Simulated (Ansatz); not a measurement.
# Perturbing LiH₄BrO₂

Base: a structure deposited in the COD, ions relaxed with PBE at fixed cell.

```
Li H Br O
1.0
     5.30010    0.00000    0.00000
     2.64598    5.82412    0.00000
     0.88667    2.71533    5.73390
Li H Br O
2 8 2 4
Cartesian
  3.0695 3.5486 2.7542
  5.7633 4.9909 2.9797
  7.9923 5.7737 1.5932
  0.8405 2.7658 4.1407
  5.3884 2.7835 1.6149
  3.4443 5.7559 4.1190
  4.8445 3.9406 0.7535
  3.9883 4.5989 4.9804
  7.0557 4.8238 0.7700
  1.7771 3.7157 4.9639
  1.8507 1.3401 1.3101
  6.9820 7.1993 4.4238
  7.3858 4.9989 1.6849
  1.4469 3.5406 4.0490
  4.7912 3.5716 1.6629
  4.0415 4.9679 4.0710
```

Atoms are numbered from 1 in the order listed; like atoms form one site, named after its first atom.

The numbers come from a DFT calculation in Ansatz (PBE, plane waves and PAW, scalar-relativistic, 420 eV cutoff, Γ-centred 5×4×4 k-points, Fermi–Dirac smearing 0.02 eV).

(1) Variant: xy engineering shear strain of +4 %, ions at fixed fractional positions. What happens to the gradients (10²¹ V/m²)?

Results:

(1) 

| site | atoms | V_zz base | η base | V_zz variant | η variant |
| --- | --- | --- | --- | --- | --- |
| Li | 1, 2 | -0.13 | 0.41 | -0.13 | 0.63 |
| H3 | 3, 4 | 3.46 | 0.13 | 3.00 | 0.14 |
| H5 | 5, 6 | 3.40 | 0.12 | 3.92 | 0.11 |
| H7 | 7, 8 | 3.70 | 0.11 | 3.68 | 0.10 |
| H9 | 9, 10 | 3.45 | 0.13 | 3.39 | 0.13 |
| Br | 11, 12 | 3.62 | 0.89 | 4.22 | 0.91 |
| O13 | 13, 14 | -13.73 | 0.77 | -14.12 | 0.76 |
| O15 | 15, 16 | -13.94 | 0.76 | -13.61 | 0.79 |

The largest change of V_zz is on Br, from 3.62 to 4.22. In per cent, |V_zz| changes by -13 to +15 on H, +16 on Br, -2 to +3 on O (all sites that start above 0.5). Where |V_zz| stays above 0.1, η moves most on Li, from 0.41 to 0.63.

With these PAW files V_zz is typically within 2 to 3 % of all-electron values, but misses above 10 % occur on Li. The lattice is static: at room temperature water may turn and average the couplings of its hydrogen.
For the variant: The atoms aren't relaxed in the changed cell (largest force 0.9 eV/Å).
